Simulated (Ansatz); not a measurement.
BePt (L1₀ or tetragonal B2, P4/mmm) under volume change, PBE in the plane-wave PAW code Ansatz, shape and atoms relaxed at each volume.

| V (Å³/atom) | E − E(relaxed) (meV/atom) | P (GPa) |
|---|---|---|
| 10.862 | 30.7 | 15.01 |
| 11.209 | 7.2 | 6.88 |
| 11.556 | 0.0 | 0.02 |
| 11.902 | 6.4 | -5.74 |
| 12.249 | 24.2 | -10.61 |
| 12.596 | 51.8 | -14.74 |

Question: What does a third-order Birch–Murnaghan fit give for V₀, B₀ and B′?

Answer: V₀ = 11.56 Å³/atom, B₀ = 209 GPa, B′ = 4.7.

The cell is a constructed one: a structure type filled with these elements; neither database checked (COD, Materials Project) lists it. Its standing as an ambient phase is unchecked. The PBE relaxation kept the symmetry of its start; its stability against distortions is not shown here. The run is not spin-polarised. Scalar-relativistic: spin–orbit coupling is off unless named, which matters more the heavier the elements.

Potentials: the earlier of the program's two PAW sets.
